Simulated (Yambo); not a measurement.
Yambo run on RbLuO$_{2}$ (space group R-3m, No. 166). The wavefunctions are PBEsol (Quantum ESPRESSO, PseudoDojo norm-conserving, 100 Ry, without SOC) ones on a 4×4×4 mesh (23 occupied bands); a = 6.715 Å, b = 6.715 Å, c = 6.715 Å, α = 29.17°, β = 29.17°, γ = 29.17°.

Yambo input:

```
rim_cut
gw0
dyson
el_el_corr
HF_and_locXC
cohsex
em1s
RandQpts= 1000000
RandGvec= 1 Ry
EXXRLvcs= 100 Ry
VXCRLvcs= 400 Ry
Chimod= "HARTREE"
% BndsRnXs
 2 | 129 |
%
NGsBlkXs= 8 Ry
% LongDrXs
 1.0 | 1.0 | 1.0 |
%
ExtendOut
% QPkrange
 1 | 1 | 23 | 24 |
 7 | 7 | 24 | 24 |
%
```

k points by index: 1 = Γ, 7 = F.

Resulting energies as the program prints them:

```
#    K-point    Band    Eo [eV]    E [eV]    E-Eo [eV]    Vxc [eV]    Vnlxc [eV]    Sc|Eo [eV]    Re(Z)    Im(Z)
#
    1    23    0.000000    -2.042664    -2.042664    -23.60837    -27.81973    2.168697    1.000000    0.000000
    1    24    3.446577    3.180488    -0.266089    -10.69470    -6.057744    -4.903044    1.000000    0.000000
    7    24    3.219139    2.993836    -0.225303    -10.34001    -5.949548    -4.615766    1.000000    0.000000
```
(The two width columns are left out.) Convergence of these settings isn't established.

Geometry relaxed with PBEsol.
